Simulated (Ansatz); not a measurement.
MnO (rock salt)

```xyz
2
Lattice="0.0000 2.1676 2.1676 2.1676 0.0000 2.1676 2.1676 2.1676 0.0000" Properties=species:S:1:pos:R:3 pbc="T T T"
O      0.0000     0.0000     0.0000
Mn     2.1676     2.1676     2.1676
```

The slice is a {110} plane (indices of the conventional cell) through the point (0.000, 0.000, 0.000) (fractional), spanned by u = [100] and v = [1 -1 -1] in vectors of this cell: u (3.07 Å) and v (4.34 Å, at 90° to u). It covers one period; positions are fractions (u, v).

Method: PBEsol (plane waves to 420 eV, PAW, scalar-relativistic; Ansatz, an electronic-structure program). k mesh 18×18×18. Near the nuclei the fields are pseudised (PAW); where an atom keeps semicore shells as valence, they peak there. MnO is run spin-polarised and with no Hubbard U; the real compound is an antiferromagnetic insulator, a state that this run doesn't describe. MnO was relaxed with its symmetry unable to fall. Relaxed MnO ends ferromagnetic. Other magnetic orders were not checked, so this need not be the ground state.

Three fields on this plane, each scaled to ten steps between its own extremes (0 low, 9 high; the total valence density on a logarithmic scale, the potential cut 8 eV below its top; x marks points blanked near nuclei; v = 0 in the bottom row):

Map A
```
|xxxxxxx9420000249xxxxxx|
|xxxxxxx8410000148xxxxxx|
|xxxxxxx7310000137xxxxxx|
|xxxxxx952100001259xxxxx|
|xxxxx96310000001369xxxx|
|xxx975321000000123579xx|
|44433211000000001123344|
|11111110000000000111111|
|22111111000000001111112|
|xxx332111000000111233xx|
|xxxxx32110000001123xxxx|
|xxxxxx321100001123xxxxx|
|xxxxxxx3110000113xxxxxx|
|xxxxxxx3110000113xxxxxx|
|xxxxxxx3210000123xxxxxx|
|xxxxxxx3210000123xxxxxx|
|xxxxxxx3210000123xxxxxx|
|xxxxxxx3110000113xxxxxx|
|xxxxxxx3110000113xxxxxx|
|xxxxxx321100001123xxxxx|
|xxxxx32110000001123xxxx|
|xxx332111000000111233xx|
|22111111000000001111112|
|11111110000000000111111|
|44433211000000001123344|
|xxx975321000000123579xx|
|xxxxx96310000001369xxxx|
|xxxxxx952100001259xxxxx|
|xxxxxxx7310000137xxxxxx|
|xxxxxxx8410000148xxxxxx|
|xxxxxxx9420000249xxxxxx|
|xxxxxxx9421001249xxxxxx|
```

Map B
```
|xxxxxxx8998888898xxxxxx|
|xxxxxxx8999889998xxxxxx|
|xxxxxxx9999999999xxxxxx|
|xxxxxx899999999998xxxxx|
|xxxxx89999999999998xxxx|
|xxx789999999999999987xx|
|55667899999999999987765|
|33456788999999998876543|
|00013567899999987653100|
|xxx002467899998764200xx|
|xxxxx02468999986420xxxx|
|xxxxxx035789987530xxxxx|
|xxxxxxx0468888640xxxxxx|
|xxxxxxx0367887630xxxxxx|
|xxxxxxx0257887520xxxxxx|
|xxxxxxx0257887520xxxxxx|
|xxxxxxx0257887520xxxxxx|
|xxxxxxx0367887630xxxxxx|
|xxxxxxx0468888640xxxxxx|
|xxxxxx035789987530xxxxx|
|xxxxx02468999986420xxxx|
|xxx002467899998764200xx|
|00013567899999987653100|
|33456788999999998876543|
|55677899999999999987665|
|xxx789999999999999987xx|
|xxxxx89999999999998xxxx|
|xxxxxx899999999998xxxxx|
|xxxxxxx9999999999xxxxxx|
|xxxxxxx8999889998xxxxxx|
|xxxxxxx8988888998xxxxxx|
|xxxxxxx8898888988xxxxxx|
```

Map C
```
|xxxxxxx8643223468xxxxxx|
|xxxxxxx8543223458xxxxxx|
|xxxxxxx7532222357xxxxxx|
|xxxxxx864211112468xxxxx|
|xxxxx86432100123468xxxx|
|xxx986532100001235689xx|
|99876542100000012456789|
|88765432100000012345678|
|99876432100000012346789|
|xxx986432100001234689xx|
|xxxxx86421100112468xxxx|
|xxxxxx853211112358xxxxx|
|xxxxxxx6432222346xxxxxx|
|xxxxxxx7532222357xxxxxx|
|xxxxxxx8543223458xxxxxx|
|xxxxxxx9643223469xxxxxx|
|xxxxxxx8543223458xxxxxx|
|xxxxxxx7532222357xxxxxx|
|xxxxxxx6432222346xxxxxx|
|xxxxxx853211112358xxxxx|
|xxxxx86421100112468xxxx|
|xxx986432100001234689xx|
|99876432100000012346789|
|88765432100000012345678|
|99876542100000012456789|
|xxx986532100001235689xx|
|xxxxx86432100123468xxxx|
|xxxxxx864211112468xxxxx|
|xxxxxxx7532222357xxxxxx|
|xxxxxxx8543223458xxxxxx|
|xxxxxxx8643223468xxxxxx|
|xxxxxxx9643223469xxxxxx|
```

Task: Assign the maps to these fields: ELF of the up spins; valence electron density; electrostatic potential energy of an electron, from the cell's mean.

Result: A is the ELF of the up spins; B is the electrostatic potential energy of an electron, from the cell's mean; C is the valence electron density.
